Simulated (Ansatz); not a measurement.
NaHg2:
```
NaHg2
1.0
    5.02769     0.00000     0.00000
   -2.51385     4.35411     0.00000
    0.00000     0.00000     3.20171
Hg Na
2 1
Direct
  0.33333   0.66667   0.50000
  0.66667   0.33333   0.50000
  0.00000   0.00000   0.00000
```

Relaxed with PBEsol. Special points in fractions of this cell's reciprocal vectors: Γ (0.000, 0.000, 0.000); M (0.500, 0.000, 0.000); K (0.333, 0.333, 0.000); A (0.000, 0.000, 0.500); L (0.500, 0.000, 0.500); H (0.333, 0.333, 0.500).

Problem. List the band energies nearest the Fermi level at these points for PBEsol with spin–orbit coupling in the plane-wave PAW code Ansatz.

Solution. In eV from the Fermi level; about four levels below and three above (degenerate sets whole), none deeper than 8.9 eV; points with the same levels are listed once.

```csv
k,below,above
Γ,-5.66 -5.66 -0.01 -0.01,0.73 0.73 1.60 1.60
M,-5.00 -5.00 -0.71 -0.71,1.16 1.16 7.33 7.33
K,-4.91 -4.91 -2.53 -2.53,4.50 4.50 5.03 5.03
A,-3.66 -3.66 -2.22 -2.22,2.78 2.78 3.07 3.07
L,-1.97 -1.97 -0.40 -0.40,0.90 0.90 2.07 2.07
H,-2.15 -2.15 -0.17 -0.17,0.36 0.36 0.72 0.72
```

Space group P6/mmm. The workflow started from an entry of the Crystallography Open Database (COD). Its standing as an ambient phase is unchecked. The cell keeps a stress of up to 0.2 GPa. The cell was relaxed with PBEsol under the symmetry of its start; of distortions, only those at the zone centre were tested.

Potentials: the later of the program's two PAW sets.
